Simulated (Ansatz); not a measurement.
GeF₄:
```
GeF4
1.0
   -2.58467     2.58467     2.58467
    2.58467    -2.58467     2.58467
    2.58467     2.58467    -2.58467
Ge F
1 4
Direct
  0.00000   0.00000   0.00000
  0.00000   0.62283   0.00000
  0.37717   0.37717   0.37717
  0.62283   0.00000   0.00000
  0.00000   0.00000   0.62283
```

Tensor components refer to the Cartesian frame of this cell.

Question: Give the proper piezoelectric stress tensor with relaxed ions from DFT-LDA in the program Ansatz with PAW potentials.

Answer: In C/m², rows x, y, z, Voigt columns; mesh uncertainty up to 0.00.
```
0.00  0.00  0.00  0.51  0.00  0.00
0.00  0.00  0.00  0.00  0.51  0.00
0.00  0.00  0.00  0.00  0.00  0.51
```

The elastic tensor of the same run (GPa):

```json
[
 {"": "1", "1": "21.1", "2": "14.6", "3": "14.6", "4": "0.0", "5": "0.0", "6": "0.0"},
 {"": "2", "1": "14.6", "2": "21.1", "3": "14.6", "4": "0.0", "5": "0.0", "6": "0.0"},
 {"": "3", "1": "14.6", "2": "14.6", "3": "21.1", "4": "0.0", "5": "0.0", "6": "0.0"},
 {"": "4", "1": "0.0", "2": "0.0", "3": "0.0", "4": "7.7", "5": "0.0", "6": "0.0"},
 {"": "5", "1": "0.0", "2": "0.0", "3": "0.0", "4": "0.0", "5": "7.7", "6": "0.0"},
 {"": "6", "1": "0.0", "2": "0.0", "3": "0.0", "4": "0.0", "5": "0.0", "6": "7.7"}
]
```

Question: Convert to strain constants d = e·S.

Answer: In pC/N:
```
 0.0   0.0   0.0  66.4   0.0   0.0
 0.0   0.0   0.0   0.0  66.4   0.0
 0.0   0.0   0.0   0.0   0.0  66.4
```

Space group I-43m. The workflow started from a Materials Project entry (that database holds measured and hypothetical structures alike); the Crystallography Open Database files this formula in space group No. 217, but the cells were not matched. Its standing as an ambient phase is unchecked. The LDA relaxation kept the symmetry of its start; its stability against distortions is not shown here. A crystal of weakly bound molecules computed without a dispersion correction: the cell and the soft elastic constants depend strongly on that. Signs of piezoelectric constants follow the polarity of the cell as given.

Potentials: the later of the program's two PAW sets.
